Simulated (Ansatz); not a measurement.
AlB3N3:
```cif
data_Al4B12N12
_chemical_formula_sum 'B12 N12 Al4'
_space_group_name_H-M_alt 'Amm2'
_space_group_IT_number 38
_space_group_name_Hall 'A 2 -2'
_cell_length_a 13.84916
_cell_length_b 7.46388
_cell_length_c 4.30950
_cell_angle_alpha 90.000
_cell_angle_beta 90.000
_cell_angle_gamma 90.000
loop_
_atom_site_label
_atom_site_type_symbol
_atom_site_symmetry_multiplicity
_atom_site_Wyckoff_symbol
_atom_site_fract_x
_atom_site_fract_y
_atom_site_fract_z
_atom_site_occupancy
B1 B 2 a 0.00000 0.00000 0.83430 1
N1 N 4 d 0.00000 0.33333 0.49990 1
N2 N 2 b 0.50000 0.50000 0.61728 1
B2 B 4 e 0.50000 0.16674 0.28345 1
B3 B 4 d 0.00000 0.16720 0.33270 1
N3 N 2 a 0.00000 0.00000 0.49990 1
N4 N 4 e 0.50000 0.33348 0.11687 1
B4 B 2 b 0.50000 0.50000 0.28415 1
Al1 Al 4 c 0.24878 0.00000 0.49926 1
```
(The calculation used a cell of 14 atoms; values per cell refer to that cell.)

Relaxed at zero pressure with plane-wave PAW r²SCAN (Ansatz code).

Task: The volume is raised by 3 % and shape and atoms relax at that volume. What pressure results, and how do the axes share the change?

Result: -0.3 GPa; a 2.9 %, b 0.0 %, c 0.0 %; the energy rises by 0 meV/atom.

Task: Give the new structure.

Result: 
Space group Amm2 (No. 38); a = 14.253 Å, b = 7.467 Å, c = 4.311 Å, α = 90.00°, β = 90.00°, γ = 90.00°

| atom | site | symmetry | x | y | z |
|---|---|---|---|---|---|
| B | 2a | mm2 | 0.0000 | 0.0000 | 0.8340 |
| N | 4d | m.. | 0.0000 | 0.3333 | 0.4998 |
| N | 2b | mm2 | 0.5000 | 0.5000 | 0.6173 |
| B | 4e | m.. | 0.5000 | 0.1667 | 0.2836 |
| B | 4d | m.. | 0.0000 | 0.1671 | 0.3327 |
| N | 2a | mm2 | 0.0000 | 0.0000 | 0.4998 |
| N | 4e | m.. | 0.5000 | 0.3335 | 0.1170 |
| B | 2b | mm2 | 0.5000 | 0.5000 | 0.2842 |
| Al | 4c | .m. | 0.2487 | 0.0000 | 0.4992 |

The phase is kept; no other phase was compared at this pressure.

The start of the workflow was typed in or built on a structure type; neither database checked (COD, Materials Project) lists it. Its standing as an ambient phase is unchecked. Symmetry was held in the r²SCAN relaxation; whether a distortion lowers the energy is not shown. The volume moved by 105 % from the start of the relaxation.

Potentials: the earlier of the program's two PAW sets.
